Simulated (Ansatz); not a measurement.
**TaN: single run (Ansatz)**

The command:

```bash
ansatz run input.yaml --threads 1 --pin off --max-ram 2560MiB --backend cpu --events-out ev --progress --plain --runs-dir out
```

Input:

```yaml
crystal:
  lattice:
    - [2.603241, 4.508944, 0.0]
    - [-2.603241, 4.508944, 0.0]
    - [0.0, 0.0, 2.920048]
  atoms:
    - { symbol: Ta, position: [0.0, 0.0, 0.0] }
    - { symbol: "N", position: [0.5, 0.5, 0.0] }
    - { symbol: "N", position: [0.5, 0.0, 0.0] }
    - { symbol: "N", position: [0.0, 0.5, 0.0] }
    - { symbol: Ta, position: [0.3333, 0.3334, 0.5] }
    - { symbol: Ta, position: [0.6666, 0.6667, 0.5] }
  symmetry: { tolerance: 0.0003 }
kpoints:
  mp_grid: { grid: [4, 4, 6], shift: [0, 0, 0] }
magnetization:
  spin_polarized: false
scf:
  occupations: { method: fermi_dirac }
hamiltonian:
  pseudopotentials: { kind: paw }
  xc: r2scan
  dispersion: d3bjatm
basis:
  ecutwfc: 420
output:
  forces: true
  stress: true
  eigenvalues: true
```

Origin of the cell: a database entry, scaled a little.

The smearing width isn't typed, so it takes its default of 0.1 eV.

Output (shortened):

```
SCF iter   1: F=—  HF=-30993.408337 eV  Δρ=1.36e-2  dr2=1.60e-1  dr2_τ=4.73e-1
SCF iter   2: F=—  HF=-30993.593172 eV  Δρ=8.12e-3  dr2=4.01e-2  dr2_τ=3.18e-3
SCF iter   3: F=—  HF=-30993.596884 eV  Δρ=2.39e-3  dr2=3.96e-3  dr2_τ=6.52e-4
SCF iter   4: F=—  HF=-30993.596873 eV  Δρ=9.54e-4  dr2=6.31e-4  dr2_τ=1.75e-4
SCF iter   5: F=—  HF=-30993.596880 eV  Δρ=2.58e-4  dr2=4.23e-5  dr2_τ=2.26e-6
SCF iter   6: F=—  HF=-30993.596888 eV  Δρ=4.91e-5  dr2=2.10e-6  dr2_τ=1.70e-7
SCF iter   7: F=-30993.596888 eV  HF=-30993.596888 eV  Δρ=8.43e-6  dr2=3.41e-8  dr2_τ=4.98e-9
SCF 1 converged in 7 iterations: F = -30993.596888 eV  dr2 = 3.41e-8
SCF converged after 7 iterations
Free energy (F): -30993.596888 eV
Harris-Foulkes:  -30993.596888 eV  (|F-HF|=1.64e-8)
Internal energy: -30993.554044 eV  (E = F + TS)
E sigma→0 (E₀):  -30993.575466 eV
Entropy (-TS):   -0.042844 eV (-7.141 meV/atom)
Fermi energy:    19.410057 eV
--- Per-component energies (eV) ---
  E_band       = -274.622432
  E_kinetic    = 1502.549083
  E_local      = -2088.459251  (includes V_loc(G=0)·N_el)
  E_nonlocal   = 178.878276
  E_hartree    = 714.581407
  E_xc         = -795.576074
  E_vxc        = -923.357490  (∫ρ·V_xc dr)
  E_paw        = -25656.067971  (= ΣΔE_a)
  E_vpaw       = -421.018872  (= ΣTr[D̂ρ^β])
  E_aug_tail   = 0.000936  (compensation charges beyond the density's cutoff)
  E_vtau       = 47.618856  (kinetic-family band-sum trace: ∫τ·v_τ [+ j·A + Jᵃ·Aᵃ] dr)
  E_ewald      = -4846.123180
  E_disp       = -0.979735  (pairwise vdW)
  E_core_change = -2.357535  (= ΣΔE_core)
  E_smearing   = -0.042844  (= −TS)
  Σ components = -30993.596888   (vs F -30993.596888, Δ=0.00e0)
--- Forces (eV/Å), atoms counted from 1 ---
  atom   1  Ta     0.000000    -0.000000     0.000000
  atom   2  N      0.000000    -0.000000     0.000000
  atom   3  N     -0.000000    -0.000000     0.000000
  atom   4  N     -0.000000     0.000000     0.000000
  atom   5  Ta     0.000000     0.000000     0.000000
  atom   6  Ta    -0.000000    -0.000000    -0.000000
  max |Σ_I F_I| component: 0.0 eV/Å
--- Stress (GPa, compression-positive) ---
        1.780295      -0.000000       0.000000
       -0.000000       1.780295      -0.000000
        0.000000      -0.000000      -3.154245
  P = ⅓ Tr σ = 0.1354 GPa (1.354 kbar)
```

Caveats: no moments, though an odd count or open d shells may carry them; no spin-orbit coupling, though heavy elements are present; the cutoff lies below the datasets' advice; the k mesh is coarse if the cell is a metal.

Time: 6.3 s on 1 thread of Intel(R) Xeon(R) Platinum 8259CL CPU @ 2.50GHz (Skylake/Cascade Lake) (shared host), peak memory 0.51 GiB, from the program's own first density.
